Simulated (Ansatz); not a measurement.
ZrSiRu: input and output

input.yaml (Ansatz 0.2.0)

```yaml
crystal:
  lattice:
    - [3.369147, 5.835533, 0.0]
    - [-3.369147, 5.835533, 0.0]
    - [0.0, 0.0, 3.701636]
  atoms:
    - { symbol: Ru, position: [0.248, 0.752, 0.0] }
    - { symbol: Ru, position: [0.752, 0.0, 0.0] }
    - { symbol: Ru, position: [0.0, 0.248, 0.0] }
    - { symbol: Zr, position: [0.58, 0.42, 0.5] }
    - { symbol: Zr, position: [0.42, 0.0, 0.5] }
    - { symbol: Zr, position: [0.0, 0.58, 0.5] }
    - { symbol: Si, position: [0.0, 0.0, 0.5] }
    - { symbol: Si, position: [0.3333, 0.3334, 0.0] }
    - { symbol: Si, position: [0.6667, 0.6666, 0.0] }
  symmetry: { tolerance: 0.0003 }
kpoints:
  mp_grid: { grid: [5, 5, 7], shift: [0, 0, 0] }
  band_path:
    path:
      - [0.0, 0.0, 0.0]
      - [0.49999999, 0.5, 0.0]
      - [0.33333332, 0.66666668, 0.0]
      - [0.0, 0.0, 0.0]
      - [0.0, 0.0, 0.5]
      - [0.49999999, 0.5, 0.5]
      - [0.33333332, 0.66666668, 0.5]
      - [0.0, 0.0, 0.5]
      - [0.49999999, 0.5, 0.5]
      - [0.49999999, 0.5, 0.0]
      - [0.33333332, 0.66666668, 0.5]
    npoints: 6
magnetization:
  spin_polarized: false
scf:
  occupations: { method: tetrahedron }
  lower_state_search: "off"
  max_iter: 200
hamiltonian:
  pseudopotentials: { kind: paw }
  xc: r2scan
basis:
  ecutwfc: 500
  fft_grid_basis: typed
output:
  forces: true
  stress: true
  eigenvalues: true
  bader: true
  populations: true
  elf: true
  write_potential: true
  volumetric_format: npy
  dos:
    e_range: [-12, 8]
    de: 0.05
    projected: { site_lists: { Ru: [Ru], Si: [Si], Zr: [Zr] } }
checkpoint:
  read: saved_state
```

The saved state is an earlier solution for the same cell, perhaps on another mesh. 

Output (shortened):

```
SCF iter   1: F=—  Δρ=1.37e-3  dr2=1.35e-3  dr2_τ=4.23e-4
SCF iter   2: F=—  Δρ=7.56e-4  dr2=3.05e-4  dr2_τ=1.31e-4
SCF iter   3: F=—  Δρ=3.37e-4  dr2=1.47e-4  dr2_τ=2.09e-5
SCF iter   4: F=—  Δρ=6.42e-5  dr2=5.98e-6  dr2_τ=4.32e-7
SCF iter   5: F=—  Δρ=1.58e-5  dr2=3.34e-7  dr2_τ=2.28e-8
SCF iter   6: F=-32183.2485 eV  Δρ=3.94e-6  dr2=2.22e-8  dr2_τ=1.08e-9
Free energy (F): -32183.2485 eV
Harris-Foulkes:  -32183.2485 eV  (|F-HF|=5.74e-9)
Internal energy: -32183.2477 eV  (E = F + TS)
E sigma→0 (E₀):  -32183.2485 eV
Entropy (-TS):   -0.0007 eV (-0.080 meV/atom)
Fermi energy:    16.3463 eV
--- Per-component energies (eV) ---
  E_band       = -653.5642
  E_kinetic    = 2670.4527
  E_local      = -7234.9423  (includes V_loc(G=0)·N_el)
  E_nonlocal   = 1338.0083
  E_hartree    = 2500.5936
  E_xc         = -1180.8080
  E_vxc        = -1593.2555  (∫ρ·V_xc dr)
  E_paw        = -20907.9620  (= ΣΔE_a)
  E_vpaw       = -935.3699  (= ΣTr[D̂ρ^β])
  E_aug_tail   = 0.0003  (compensation charges beyond the density's cutoff)
  E_vtau       = 100.3470  (kinetic-family band-sum trace: ∫τ·v_τ [+ j·A + Jᵃ·Aᵃ] dr)
  E_ewald      = -9366.9340
  E_core_change = -1.6564  (= ΣΔE_core)
  E_smearing   = -0.0007  (= −TS)
--- Forces (eV/Å), atoms counted from 1 ---
  atom   1  Ru    -0.5517     0.0000     0.0000
  atom   2  Ru     0.2758     0.4778     0.0000
  atom   3  Ru     0.2758    -0.4778     0.0000
  atom   4  Zr     0.3745     0.0000     0.0000
  atom   5  Zr    -0.1873    -0.3244     0.0000
  atom   6  Zr    -0.1873     0.3244     0.0000
  atom   7  Si     0.0000     0.0000     0.0000
  atom   8  Si     0.0000     0.0000     0.0000
  atom   9  Si     0.0000     0.0000     0.0000
--- Stress (GPa, compression-positive) ---
       -4.9520       0.0000       0.0000
        0.0000      -4.9520       0.0000
        0.0000       0.0000      -1.4932
  P = ⅓ Tr σ = -3.7991 GPa (-37.991 kbar)
--- Bader charges: 9 sites ---
  site symbol  charge [e]  shift [e]
     0     Ru     -0.9391     0.0002
     1     Ru     -0.9391     0.0002
     2     Ru     -0.9391     0.0002
     3     Zr      1.6512     0.0001
     4     Zr      1.6512     0.0001
     5     Zr      1.6512     0.0001
     6     Si      0.0084     0.0034
     7     Si     -1.0725     0.0016
     8     Si     -1.0722     0.0016
```

Origin: a database entry at a rescaled volume. Caveats: empty levels are not fully converged; forces and stress under tetrahedra may miss the slope of the energy.
